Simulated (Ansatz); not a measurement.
A frame of TaSi$_{3}$ from dynamics at 3030 K, with the forces (eV/Å) computed on a k mesh in the last three columns. Method: DFT PBE, scalar-relativistic, plane waves, PAW (Ansatz).

Plane waves to 420 eV, a k mesh through Γ of 4×4×4 on the computed 16-atom cell and Fermi–Dirac smearing (0.26 eV); no spin polarisation.

```xyz
16
Lattice="6.498 0.150 0.201 0.150 6.711 -0.085 0.201 -0.085 6.376" Properties=species:S:1:pos:R:3:forces:R:3 pbc="T T T"
Si    2.792    6.136    2.867    0.540   -2.170   -2.260
Si    1.175    0.824    3.779   -1.920    2.020    0.810
Si    6.354    5.804    2.792    0.300    0.220    0.040
Si    1.965    1.373    0.821    0.130    1.150    1.200
Si    6.494    1.976    6.528   -0.630    0.310   -0.640
Si    3.874    2.915    5.864   -0.850   -0.760   -0.380
Si    4.458    0.625    1.968    0.850   -1.060   -1.690
Si    5.630    6.497    5.614    2.310   -0.960    0.770
Si    5.113    4.414    0.844   -0.150   -0.170   -0.700
Si    1.819    5.409    0.775   -0.220   -0.210   -0.270
Si    4.136    4.642    4.117    0.420   -0.290    0.430
Si    5.306    1.699    3.899    0.620    0.170    1.330
Ta    0.407    3.149    2.132    0.360   -0.220    0.610
Ta    3.139    2.560    2.945   -0.790    0.530    0.600
Ta    1.109    4.543    4.669    0.220    0.320    0.640
Ta    3.154    0.146    5.270   -1.210    1.130   -0.510
```

Static pressure -2.1 GPa (no kinetic part), no gap on the mesh.

Counting as bonded all pairs within 1.2 times the summed covalent radii:

```json
{"atom → neighbour": "Si → Si", "mean count": "2.17", "mean length (Å)": "2.45", "spread (Å)": "0.11"}
{"atom → neighbour": "Si → Ta", "mean count": "2.42", "mean length (Å)": "2.77", "spread (Å)": "0.23"}
{"atom → neighbour": "Ta → Si", "mean count": "7.25", "mean length (Å)": "2.77", "spread (Å)": "0.23"}
{"atom → neighbour": "Ta → Ta", "mean count": "3.00", "mean length (Å)": "3.28", "spread (Å)": "0.32"}
```

Angles between all pairs of such bonds at an atom (mean ± spread): 100 ± 32° at Si, 95 ± 34° at Ta.

Spin-orbit coupling is left out, which matters for the bands of heavy elements.

Cost: 1 run of about 1.7 core-minutes, on AMD EPYC 7R43 (Zen 3) (shared hosts).